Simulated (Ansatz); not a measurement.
Polymorphs of TaAs, each relaxed with PBEsol (plane waves, PAW; program Ansatz):

A: I4_1md
a = b = 3.4286 Å, c = 11.5826 Å, α = β = γ = 90.00°

```
atom  site  symmetry       x       y       z
----  ----  --------  ------  ------  ------
Ta      4a      2mm.  0.0000  0.0000  0.7490
As      4a      2mm.  0.0000  0.0000  0.1670
```

B: CsCl type (Pm-3m)
a = b = c = 3.179 Å, α = β = γ = 90.00°

```
atom  site  symmetry       x       y       z
----  ----  --------  ------  ------  ------
Ta      1a      m-3m  0.0000  0.0000  0.0000
As      1b      m-3m  0.5000  0.5000  0.5000
```

### Question
Put the candidates in order of energy per atom at 0 K, lowest first, for PBEsol.

### Answer
A (+0 meV/atom), B (+264 meV/atom)

Constructed cells (a structure type filled with these elements, in neither database checked): B. Not the usual ambient phase: B. All cells were relaxed under the symmetry of their starts (and spin orders); stability against distortions was not tested throughout. Rows with no word on spin ran without spin polarisation. Spin–orbit coupling is left out wherever it is not named.

Energies hold the estimated change up to a 700 eV cutoff; steps of a few meV lie near the error of the meshes.

Potentials: the later of the program's two PAW sets.
